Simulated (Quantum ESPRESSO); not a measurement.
Band energies of KNH$_{2}$

```
CELL_PARAMETERS angstrom
      4.54756     0.00000     0.00000
      0.00000     3.73932     0.00000
     -0.57236     0.00000     6.15901
ATOMIC_POSITIONS crystal
  H  0.70095 0.46097 0.13032
  H  0.29905 0.53903 0.86968
  H  0.29905 0.96097 0.86968
  H  0.70095 0.03903 0.13032
  N  0.72744 0.25000 0.23647
  N  0.27256 0.75000 0.76353
  K  0.22487 0.75000 0.30966
  K  0.77513 0.25000 0.69034
```

PBEsol (pw.x of Quantum ESPRESSO, ONCV potentials, without SOC); path ΓYHCEM1AXH1,MDZ,YD; energies in eV from the valence-band maximum.

```csv
k (1/Å),point,band 12,band 13,band 14,band 15,band 16,band 17,band 18,band 19
0.00,Γ,-5.03,-2.80,-2.08,-0.30,0.00,2.08,4.14,5.97
0.26,,-5.02,-2.85,-2.31,-0.33,0.00,2.54,4.31,5.37
0.51,Y,-5.02,-2.90,-2.54,-0.35,0.00,3.16,4.37,4.95
0.94,,-5.09,-2.93,-2.51,-0.71,-0.50,3.90,4.56,5.57
1.16,H,-5.13,-2.95,-2.48,-0.88,-0.64,4.21,4.56,5.88
1.16,C,-5.13,-2.96,-2.49,-0.88,-0.64,4.21,4.58,5.88
1.58,,-5.66,-2.68,-2.36,-0.64,-0.45,4.89,5.18,5.85
1.79,,-5.99,-2.49,-2.31,-0.44,-0.33,5.32,5.55,5.67
2.00,E,-6.14,-2.35,-2.35,-0.32,-0.32,5.50,5.50,5.76
2.00,M1,-6.14,-2.35,-2.35,-0.32,-0.32,5.34,5.34,5.91
2.22,,-6.13,-2.23,-2.23,-0.30,-0.30,4.60,4.60,6.25
2.45,A,-6.12,-2.14,-2.14,-0.28,-0.28,4.33,4.33,5.93
2.62,,-6.02,-2.22,-2.10,-0.37,-0.31,4.39,4.42,5.78
2.95,,-5.50,-2.46,-2.13,-0.77,-0.63,4.40,4.63,5.63
3.12,,-5.23,-2.57,-2.16,-0.94,-0.78,4.15,4.43,5.81
3.29,X,-5.13,-2.62,-2.17,-1.01,-0.84,4.04,4.32,5.87
3.51,,-5.13,-2.77,-2.30,-0.97,-0.73,4.13,4.40,5.84
3.74,H1,-5.13,-2.95,-2.48,-0.88,-0.64,4.21,4.56,5.88
3.74,M,-6.14,-2.35,-2.35,-0.32,-0.32,5.34,5.34,5.91
4.06,,-6.26,-2.32,-2.32,-0.37,-0.37,5.11,5.11,5.66
4.22,,-6.33,-2.30,-2.30,-0.40,-0.40,4.94,4.94,5.70
4.38,D,-6.36,-2.29,-2.29,-0.41,-0.41,4.88,4.88,5.73
4.72,,-6.34,-2.16,-2.16,-0.39,-0.39,4.63,4.63,5.69
4.89,Z,-6.33,-2.12,-2.12,-0.39,-0.39,4.56,4.56,5.65
4.89,Y,-5.02,-2.90,-2.54,-0.35,0.00,3.16,4.37,4.95
5.23,,-5.50,-2.71,-2.42,-0.39,-0.12,3.70,4.98,5.49
5.40,,-5.90,-2.55,-2.32,-0.43,-0.24,4.16,5.25,5.66
5.74,D,-6.36,-2.29,-2.29,-0.41,-0.41,4.88,4.88,5.73
```

The PBEsol gap is direct, 2.08 eV at Γ.

Geometry of the Materials Project entry, not relaxed at this level.
